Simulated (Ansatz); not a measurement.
A geometry of Nb away from equilibrium: step 2 of the relaxation of a relaxed Nb cell displaced along its unstable phonon at q = (0, 0, ½) of its primitive reciprocal cell (48i cm⁻¹), largest move 0.15 Å. These are PBEsol (plane waves to 420 eV, PAW, scalar-relativistic; Ansatz, a first-principles code) values and carry that method's errors. Γ-centred k-mesh 13×13×3 on the run's cell (coarser than for final values), Fermi–Dirac smearing 0.05 eV.

```
CELL_PARAMETERS angstrom
      2.83726     0.00000     0.00000
     -1.41863     2.45269     0.00000
      0.00000     0.00000    10.33692
ATOMIC_POSITIONS crystal
  Nb 0.32311 0.64621 0.12482
  Nb 0.32311 0.64621 0.62518
  Nb 0.73690 0.47379 0.37500
  Nb 0.61689 0.23378 0.87500
```

Task: Which atoms carry the largest force, and which way does it point?

Result: 0.34 eV/Å, on Nb3 (atoms numbered as listed); on Nb3 its components are (0.00, 0.34, 0.00).

Task: What is the pressure?

Result: +0.4 GPa, compression positive.

No spin polarisation in the result.

The run could not lose the symmetry of its start.

Of the parent cell (P6₃/mmc (No. 194)): it is a generated cell of Nb: the first start was made by placing the elements on the sites of a structure type, and the end was not matched to a known phase here, so it may be hypothetical. Known forms of Nb include space group No. 229.
